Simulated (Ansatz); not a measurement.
MoPd:
```cif
data_MoPd
_chemical_formula_sum 'Pd1 Mo1'
_space_group_name_H-M_alt 'P 1'
_space_group_IT_number 1
_cell_length_a 3.63822
_cell_length_b 3.63822
_cell_length_c 3.63822
_cell_angle_alpha 60.000
_cell_angle_beta 60.000
_cell_angle_gamma 60.000
loop_
_space_group_symop_operation_xyz
  'x, y, z'
loop_
_atom_site_label
_atom_site_type_symbol
_atom_site_fract_x
_atom_site_fract_y
_atom_site_fract_z
_atom_site_occupancy
Pd1 Pd 0.00000 0.00000 0.00000 1
Mo1 Mo 0.50000 0.50000 0.50000 1
```

Relaxed with PBEsol.

### Question
Decompose the optical modes at the zone centre into irreducible representations, and say which are infrared and Raman allowed.

### Answer
Point group m-3m: Γ_opt = T1u. Infrared: T1u. Raman: none.

### Question
Assign frequencies (DFPT, DFT-PBEsol in the program Ansatz with PAW potentials).

### Answer
T1u 143 cm⁻¹.

Space group Fm-3m (rock salt). The start of the workflow was typed in or built on a structure type; neither database checked (COD, Materials Project) lists it. Whether it is the stable phase at ambient conditions was not checked. The PBEsol relaxation kept the symmetry of its start. At this level the phase is mechanically unstable. The run is not spin-polarised. Its formation energy is positive at this level, so the cell may be metastable or incomplete. As this level gives no gap, phonon frequencies hold no LO–TO term and depend on the k-mesh and smearing (Fermi–Dirac, 0.1 eV here).

Potentials: the later of the program's two PAW sets.
